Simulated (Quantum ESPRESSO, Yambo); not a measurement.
K2CO3 (space group C2/c, No. 15). The geometry is that of Materials Project entry mp-554072, symmetrised and not relaxed again. Chain: PBEsol (pw.x of Quantum ESPRESSO, ONCV potentials, no spin-orbit coupling); G0W0 in Yambo (2×2×2 Γ-centred k mesh, 274 bands and a 7 Ry block in the screening, 274 bands in G with the Bruneval-Gonze terminator, plasmon pole fitted at 27.2 eV); BSE (4×4×2 mesh, 15 valence and 18 conduction bands, static screening with 108 bands and a 3 Ry block, scissor 2.67 eV, Tamm-Dancoff).

* **PBEsol gap (dense path)**: 4.01 eV
* **PBEsol gap Γ → Γ on the GW mesh**: 4.01 eV
* **PBEsol smallest direct gap on the GW mesh, at Γ**: 4.01 eV
* **G0W0 direct gap at that point**: 6.68 eV
* **G0W0 correction to the gap Γ → Γ**: 2.67 eV
* **direct gap on the BSE mesh, with the scissor**: 6.68 eV
* **first BSE state allowed for light along x**: 5.43 eV
* **lowest BSE state**: 4.21 eV
* **binding of the lowest exciton**: 2.47 eV
* **RPA electronic dielectric constant along x**: 2.43 (4×4×2 mesh, PBEsol bands)

Rough cost of the Yambo steps against G0W0 for 14 states: BSE within a factor of two, one RPA spectrum about 1/6.

Nearest settings tried, and what they do to the gap: 180 bands in W, 180 bands in G: +27 meV; 6 Ry block (309 vectors against 399): -33 meV; 2×2×1 mesh: -45 meV. So the settings aren't converged at that level. The k mesh is coarse. The BSE states are vertical excitations (zero momentum). Convergence of the RPA response with its 4×4×2 mesh was not tested. Convergence of the binding with the mesh was not shown. Axes are Cartesian, with cell vectors (Å) (2.80, -5.01, 0.00), (2.80, 5.01, 0.00), (-1.28, 0.00, 6.58).
